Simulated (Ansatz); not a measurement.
## Cu$_{3}$Ni$_{2}$ (I4/mmm) at 2 levels of theory

One geometry, relaxed with PBE; plane waves with PAW potentials in Ansatz, scalar-relativistic. Collinear spin, ending at 0.8 μB a primitive cell. Gaps are the least over mesh and band path; pressure is positive in compression.

```
CELL_PARAMETERS angstrom
-1.26594 1.26594 8.96085
1.26594 -1.26594 8.96085
1.26594 1.26594 -8.96085
ATOMIC_POSITIONS crystal
Cu 0.39722 0.39722 0.00000
Cu 0.00000 0.00000 0.00000
Cu 0.60278 0.60278 0.00000
Ni 0.79700 0.79700 0.00000
Ni 0.20300 0.20300 0.00000
```

```csv
level,cutoff (eV),k mesh,gap (eV),pressure (GPa),largest moment (μB)
PBE,420,20×20×20,0,0.0,0.45
```

What comes out on the same cell with r2SCAN?

| level | cutoff (eV) | k mesh | gap (eV) | pressure (GPa) | largest moment (μB) |
| --- | --- | --- | --- | --- | --- |
| r2SCAN | 500 | 20×20×20 | 0 | -6.5 | 0.71 |

The state reached may not be the lowest one.

It was reached by relaxing an invented guess, and it needn't be the stable form of this composition.
